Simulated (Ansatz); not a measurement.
NiS$_{2}$:
```yaml
crystal:
  lattice:
    - [4.08690, 0.00000, 0.00000]
    - [0.00000, 5.21983, 0.00000]
    - [-2.06181, 0.00000, 4.90294]
  atoms:
    - { symbol: Ni, position: [0.00000, 0.00000, 0.00000] }
    - { symbol: Ni, position: [0.00000, 0.50000, 0.50000] }
    - { symbol: S, position: [0.84992, 0.88302, 0.33256] }
    - { symbol: S, position: [0.15008, 0.38302, 0.16744] }
    - { symbol: S, position: [0.84992, 0.61698, 0.83256] }
    - { symbol: S, position: [0.15008, 0.11698, 0.66744] }
```

Relaxed with r²SCAN. Special points in fractions of this cell's reciprocal vectors: Γ (0.000, 0.000, 0.000); Z (0.000, 0.500, 0.000); D (0.000, 0.500, 0.500); B (0.000, 0.000, 0.500); A (-0.500, 0.000, 0.500); E (-0.500, 0.500, 0.500); C2 (-0.500, 0.500, 0.000); Y2 (-0.500, 0.000, 0.000).

Task: List the band energies nearest the valence-band maximum at these points for DFT-r²SCAN in the program Ansatz with PAW potentials.

Result: In eV from the valence-band maximum; about four levels below and three above (degenerate sets whole), none deeper than 8.9 eV; points with the same levels are listed once.

```tsv
k	below	above
Γ	-1.66 -1.47 -0.71 0.00	0.97 1.97 2.60
Z	-1.55 -1.55 -0.55 -0.55	0.81 0.81 2.55 2.55
D	-1.65 -1.65 -1.20 -1.20	0.41 0.41 2.95 2.95
B	-1.15 -1.15 -0.86 -0.86	1.33 1.33 1.80 1.80
A	-1.27 -1.27 -1.05 -1.05	0.62 0.62 1.93 1.93
E	-1.58 -1.58 -1.15 -1.15	0.46 0.46 2.91 2.91
C2	-1.33 -1.33 -0.47 -0.47	1.10 1.10 1.85 1.85
Y2	-1.30 -1.12 -0.80 -0.67	0.88 1.79 2.30
```

Space group P2_1/c. The first step of the workflow began from a Materials Project structure, measured or hypothetical; the Crystallography Open Database copy checked does not list it. COD files the formula under space group No. 205, so this cell is another polymorph or a model. Whether it is the stable phase at ambient conditions was not checked. The cell was relaxed with r²SCAN under the symmetry of its start; its stability against distortions is not shown here. The run is not spin-polarised. A crystal of weakly bound layers computed without a dispersion correction: the cell and the soft elastic constants depend strongly on that.

Potentials: the later of the program's two PAW sets.
